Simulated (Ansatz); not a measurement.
Values for one crystal, relaxed and computed with plane-wave PAW PBE (Ansatz code); other levels are named.

| Quantity | Value |
|---|---|
| Volume per atom | 38.20 Å³ |
| Electronic character | metallic (no gap) |
| Bulk modulus (Birch–Murnaghan fit) | 21.5 GPa |
| Pressure derivative B′ | 5.1 |
| Density of states at the Fermi level | 0.86 states/eV per atom (mean over ±0.08 eV) |
| Gap with spin–orbit coupling | none (metallic) |

Task: Which of these materials gives this?
A. Ta, diamond
B. Re, diamond
C. V, diamond
D. In, diamond

Result: D, In, diamond

Space group Fd-3m (diamond). The start of the workflow was typed in or built on a structure type; neither database checked (COD, Materials Project) lists it. It is not the phase usual at ambient conditions (space group No. 139). The cell was relaxed with PBE under the symmetry of its start; its stability against distortions is not shown here. Spin–orbit coupling is left out wherever it is not named.

Potentials: the earlier of the program's two PAW sets.
